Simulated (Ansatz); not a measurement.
MgBr₂:
```yaml
crystal:
  lattice:
    - [3.83616, 0.00000, 0.00000]
    - [-1.91808, 3.32221, 0.00000]
    - [0.00000, 0.00000, 32.00000]
  atoms:
    - { symbol: Br, position: [0.66667, 0.33333, 0.54686] }
    - { symbol: Mg, position: [0.00000, 0.00000, 0.50000] }
    - { symbol: Br, position: [0.33333, 0.66667, 0.45314] }
```
Free-standing layer in the xy plane with vacuum along z and no interaction between images.

Relaxed with r²SCAN+D4. The program Ansatz at the r²SCAN+D4 level (PAW) gives a gap of 5.78 eV.

Question: What gap does HSE06 give on the same cell (Ansatz, PAW)?

Answer: 6.09 eV, 0.31 eV more. The hybrid was solved on a coarser mesh and at special points; its gap is the smallest among all of these.

| k | v1 r²SCAN+D4 | c1 r²SCAN+D4 | v1 HSE06 | c1 HSE06 |
|---|---|---|---|---|
| Γ | 0.00 | 5.78 | 0.00 | 6.09 |
| M | -0.43 | 6.26 | [?] | [?] |
| K | -0.63 | 7.25 | [?] | [?] |

Question: Top valence (v1) and lowest conduction level (c1) in eV from each method's valence maximum (which need not be a listed point): supply the withheld HSE06 values.

Answer: 
- M, v1 HSE06: -0.45
- M, c1 HSE06: 6.71
- K, v1 HSE06: -0.67
- K, c1 HSE06: 7.73

Cost on shared cores: the r²SCAN+D4 run (SCF on a 12×12×1 mesh, then bands and DOS) around 2.2 core-minutes (rough), the HSE06 run (SCF on 9×9×1, then a few points) around 12 core-minutes (rough); the tasks are unlike.

Space group P-3m1 (1T). The layer was cut from a bulk entry of the Materials Project (measured or hypothetical); whether that bulk phase is the ambient one, and whether the layer has been isolated, was not checked. The r²SCAN+D4 relaxation kept the symmetry of its start; its stability against distortions is not shown here. Spin–orbit coupling is left out wherever it is not named.

Potentials: the later of the program's two PAW sets.
